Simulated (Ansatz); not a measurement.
PbS in space group P6_3mc (No. 186; Pb on 2a, S on 2b), DFT-r²SCAN+D4 in the program Ansatz with PAW potentials, all energies at zero smearing, with the estimated change up to a 700 eV cutoff added, with one set of potentials and settings (totals compare only within such a set). Cell of 4 atoms (2 Pb, 2 S): -25656.278 eV.

```
element             reference phase  E (eV/atom)
-------  --------------------------  -----------
Pb       Fm-3m, 1 atoms in the cell  -11920.9940
S        P2/c, 32 atoms in the cell    -905.9104
```

Formation energy per atom, worked out: (-25656.278 − 2×(-11920.9940) − 2×(-905.9104))/4 = -0.617 eV/atom (-60 kJ per mol of atoms), at 0 K, without zero-point energy or fitted corrections.

The workflow started from a Materials Project entry (that database holds measured and hypothetical structures alike); the Crystallography Open Database copy checked does not list it. It is not the phase usual at ambient conditions (space group No. 225). Symmetry was held in the r²SCAN+D4 relaxation; of distortions, only those at the zone centre were tested. The references are the lowest solids computed at this level, not always the standard phases. Scalar-relativistic: spin–orbit coupling is off unless named, which matters more the heavier the elements.

Potentials: the later of the program's two PAW sets.
